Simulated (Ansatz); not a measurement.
Cr₂O₃ (corundum, R-3c), DFT-PBEsol in the program Ansatz with PAW potentials, all energies at zero smearing, with the estimated change up to a 700 eV cutoff added, with one set of potentials and settings (totals compare only within such a set). Cell of 10 atoms (4 Cr, 6 O): -16766.674 eV.

```csv
element,reference phase,E (eV/atom)
Cr,"Im-3m, 1 atoms in the cell",-3349.1978
O,"C2/m, 4 atoms in the cell, spin-polarised",-558.3554
```

Formation energy per atom, worked out: (-16766.674 − 4×(-3349.1978) − 6×(-558.3554))/10 = -1.975 eV/atom (-191 kJ per mol of atoms), at 0 K, without zero-point energy or fitted corrections.

The PBEsol relaxation kept the symmetry of its start, as lowered by the spin order. Magnetic state: antiferromagnetic, chosen from 5 collinear starts compared on coarse meshes (ties went to the first, and starts can fall back to one state), not a proven ground state. Textbook magnetic order: antiferromagnetic. No Hubbard U is applied. The references are the lowest solids computed at this level, not always the standard phases (solids in place of the gases).

Potentials: the later of the program's two PAW sets.
